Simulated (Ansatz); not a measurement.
SiC (wurtzite)

```
SiC
1.0
    3.07595     0.00000     0.00000
   -1.53798     2.66386     0.00000
    0.00000     0.00000     5.04779
Si C
2 2
Direct
  0.66667   0.33333   0.00051
  0.33333   0.66667   0.50051
  0.66667   0.33333   0.62469
  0.33333   0.66667   0.12469
```

The relaxed cell is deformed in two ways at once: its volume V is scaled, and at that volume it is stretched along z (the c axis of the conventional cell) so that c/a changes. Fractional atomic positions are held.

The numbers are results of PBEsol (plane waves to 420 eV, PAW, scalar-relativistic; Ansatz, a first-principles code), not measurements. k mesh 12×12×7 (Γ-centred), Fermi-Dirac smearing 0.05 eV. E stands for the smeared free energy. As the atoms are clamped, bonds stretch with the cell, which overstates energies and stresses. SiC was relaxed with its symmetry unable to fall. The PAW data are Ansatz's earlier set.

Changes of ΔE (meV/atom) from the point V/V₀ = 1.000, (c/a)/(c/a)₀ = 1.000 when one coordinate moves alone (two changes are said to add if the coupling is within 5 % of the smaller one, nearly so within 20 %):

```csv
point,change
"V/V₀ = 1.000, (c/a)/(c/a)₀ = 0.920",86.69
"V/V₀ = 1.000, (c/a)/(c/a)₀ = 0.960",20.35
"V/V₀ = 0.920, (c/a)/(c/a)₀ = 1.000",52.72
"V/V₀ = 0.960, (c/a)/(c/a)₀ = 1.000",12.32
"V/V₀ = 1.040, (c/a)/(c/a)₀ = 1.000",10.77
"V/V₀ = 1.080, (c/a)/(c/a)₀ = 1.000",40.51
"V/V₀ = 1.000, (c/a)/(c/a)₀ = 1.040",18.05
"V/V₀ = 1.000, (c/a)/(c/a)₀ = 1.080",68.17
```

Task: What is the change at V/V₀ = 0.960, (c/a)/(c/a)₀ = 1.080, where both move, and how far is it from the sum?

Result: The sum of the single changes is 12.32 + (68.17) = 80.49; the calculation gives 85.77, so the coupling contributes 5.28 (over 20 % of the smaller single change, not additive).

Task: What is the change at V/V₀ = 1.080, (c/a)/(c/a)₀ = 0.960, where both move, and how far is it from the sum?

Result: The sum of the single changes is 40.51 + (20.35) = 60.86; the calculation gives 59.07, so the coupling contributes -1.79 (under 20 % of the smaller single change, nearly additive).

Task: What is the change at V/V₀ = 0.920, (c/a)/(c/a)₀ = 1.080, where both move, and how far is it from the sum?

Result: The sum of the single changes is 52.72 + (68.17) = 120.89; the calculation gives 131.98, so the coupling contributes 11.09 (over 20 % of the smaller single change, not additive).

(A scan under strain: stresses follow from slopes of the energy per volume, elastic moduli from its curvatures.)
